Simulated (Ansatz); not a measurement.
BaTiO3 (cubic perovskite, space group No. 221) under volume change, plane-wave PAW PBE (Ansatz code), scaled uniformly.

| V (Å³/atom) | E − E(relaxed) (meV/atom) | P (GPa) |
|---|---|---|
| 11.819 | 63.5 | 18.99 |
| 12.209 | 26.6 | 11.58 |
| 12.598 | 6.3 | 5.31 |
| 12.988 | 0.0 | 0.00 |
| 13.377 | [?] | [?] |
| 13.767 | 21.3 | -8.32 |
| 14.157 | [?] | [?] |

Task: Some entries are withheld; supply them.

Result: 
- 13.377, E − E(relaxed) (meV/atom): 5.6
- 13.377, P (GPa): -4.51
- 14.157, E − E(relaxed) (meV/atom): 45.6
- 14.157, P (GPa): -11.55

Task: What does a third-order Birch–Murnaghan fit give for V₀, B₀ and B′?

Result: V₀ = 12.99 Å³/atom, B₀ = 163 GPa, B′ = 4.5.

Space group Pm-3m (cubic perovskite). This is a known high-temperature phase of the composition, computed here at zero pressure and temperature. The cell was relaxed with PBE under the symmetry of its start; whether a distortion lowers the energy is not shown. The run is not spin-polarised. Spin–orbit coupling is left out wherever it is not named.

Potentials: the earlier of the program's two PAW sets.
